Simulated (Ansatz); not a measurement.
The start is a generated trial cell of Cd in the AFLOW prototype A_hP1_191_a (A_f, as in Sn). Cell shape, volume and atoms are optimised at zero target pressure with PBE (plane waves to 420 eV, PAW, scalar-relativistic; Ansatz, a first-principles code). The first steps use a coarse 12×12×12 k-mesh.

The start:
```
Cd
1.0
    2.99254     0.00000     0.00000
   -1.49627     2.59162     0.00000
    0.00000     0.00000     2.78664
Cd
1
Cartesian
  0.00000   0.00000   0.00000
```

Q: What pressure does the first self-consistent step give?

A: +8.8 GPa (positive: the cell is compressed).

Q: How much energy is released per atom?

A: 0.11 eV/atom.

Q: How does the volume change?

A: +16.8 %, from 21.61 to 25.24 Å³/atom.

Q: Write out the relaxed structure.

A: 
Space group P6/mmm (No. 191); a = b = 3.0555 Å, c = 3.1222 Å, α = β = 90.00°, γ = 120.00°

```tsv
atom	site	symmetry	x	y	z
Cd	1a	6/mmm	0.0000	0.0000	0.0000
```

The space group stays P6/mmm (No. 191) (the run could not lower it); the end is AFLOW prototype A_hP1_191_a (A_f, as in Sn), with 1 atom in the primitive cell. Final values are on a 17×17×15 k-mesh of the relaxed cell. No spin polarisation in the result.

The run could not lose the symmetry of its start: the end is stationary, and may be a saddle point rather than a minimum.

The relaxed structure here is a generated cell of Cd: the first start was made by placing the elements on the sites of a structure type, and the end was not matched to a known phase here, so it may be hypothetical. Known forms of Cd include space group No. 194.
